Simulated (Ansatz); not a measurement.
F:
```
CELL_PARAMETERS angstrom
      5.07188     0.00000     0.00000
     -2.53594     4.39238     0.00000
      0.00000     0.00000     1.66715
ATOMIC_POSITIONS crystal
  F  0.00000 0.00000 0.00000
  F  0.33333 0.66667 0.50000
  F  0.66667 0.33333 0.50000
```

Relaxed with r²SCAN+D4. Special points in fractions of this cell's reciprocal vectors: Γ (0.000, 0.000, 0.000); M (0.500, 0.000, 0.000); K (0.333, 0.333, 0.000); A (0.000, 0.000, 0.500); L (0.500, 0.000, 0.500); H (0.333, 0.333, 0.500).

Task: List the band energies nearest the Fermi level at these points for r²SCAN+D4 in the plane-wave PAW code Ansatz.

Result: In eV from the Fermi level; about four levels below and three above (degenerate sets whole), none deeper than 8.9 eV; … stands for higher levels left out; points with the same levels are listed once.

```
k                          below   above
-  -----------------------------  ------
Γ        -3.83 -3.83 -2.75 -2.75  4.83 …
M        -3.70 -3.08 -3.06 -3.00       …
K  -3.99 -3.99 -3.03 -2.97 -2.97       …
A        -0.29 -0.29 -0.02 -0.02       …
L        -7.50 -0.33 -0.22 -0.05       …
H        -7.50 -0.34 -0.14 -0.14       …
```

Space group P6/mmm. The cell is a constructed one: a structure type filled with these elements; neither database checked (COD, Materials Project) lists it. It is not the usual solid phase (space group No. 15). Symmetry was held in the r²SCAN+D4 relaxation. At this level the phase is mechanically unstable. The substance is a gas or liquid at ambient conditions. With an odd number of electrons in the cell and no spin polarisation, the count alone makes it a metal.

Potentials: the later of the program's two PAW sets.
